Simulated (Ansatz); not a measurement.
# Every step of a relaxation of Ni (diamond type)

DFT, LDA, all-electron LAPW, scalar-relativistic (Ansatz 0.2.0); a Γ-centred 17×17×17 k mesh, Fermi–Dirac smearing of 0.05 eV, spin-polarised from start moments Ni1 1, Ni2 1 μB. The run relaxes cell and atoms at a target pressure of 390 GPa.

Command: `ansatz run input.yaml --threads 2 --pin off --max-ram 7168MiB --backend cpu --events-out ev --progress --plain --runs-dir out` It took 7.7 min on 2 threads of Arm Neoverse V1, with other jobs on the host, peak memory 1.2 GiB.

LAPW: all electrons, basis error target 0.5 meV/atom; forces are relaxed below 0.005 eV/Å.

Each step lists its enthalpy F + pV a cell above the last geometry, the pressure, the cell vectors (Å), and Cartesian positions (Å) with forces (eV/Å).

The first step:

```
step 1  dH = 10.92 meV  P = 408.6 GPa
  cell 0.0000 1.9629 1.9629  1.9629 0.0000 1.9629  1.9629 1.9629 0.0000
  Ni -0.4907 -0.4907 -0.4907   0.0000 0.0000 0.0000
  Ni 0.4907 0.4907 0.4907   0.0000 0.0000 0.0000
```

The start moments died away, and the runs ended non-magnetic.

The symmetry of the start is kept and no stability test is made, so the end need not be the stable phase.

Q: Where does the relaxation end, and by which steps?

A: After 3 geometries, with conventional a, b, c = 3.942, 3.942, 3.942 Å, at 7.659 Å³/atom (+1.27 % against the start) in space group Fd-3m, with a shortest distance of 1.707 Å and a cell moment of 0.00 μB. The further steps:
```
step 2  dH = 2.15 meV  P = 382.0 GPa
  cell 0.0000 1.9747 1.9747  1.9747 0.0000 1.9747  1.9747 1.9747 0.0000
  Ni -0.4937 -0.4937 -0.4937   0.0000 0.0000 0.0000
  Ni 0.4937 0.4937 0.4937   0.0000 0.0000 0.0000
step 3  dH = 0.00 meV  P = 389.9 GPa
  cell 0.0000 1.9711 1.9711  1.9711 0.0000 1.9711  1.9711 1.9711 0.0000
  Ni -0.4928 -0.4928 -0.4928   0.0000 0.0000 0.0000
  Ni 0.4928 0.4928 0.4928   0.0000 0.0000 0.0000
step 4  dH = 0.00 meV  P = 389.9 GPa  (same geometry on a basis chosen anew; earlier energies don't compare to the last digit)
  cell 0.0000 1.9711 1.9711  1.9711 0.0000 1.9711  1.9711 1.9711 0.0000
  Ni -0.4928 -0.4928 -0.4928   0.0000 0.0000 0.0000
  Ni 0.4928 0.4928 0.4928   0.0000 0.0000 0.0000
```
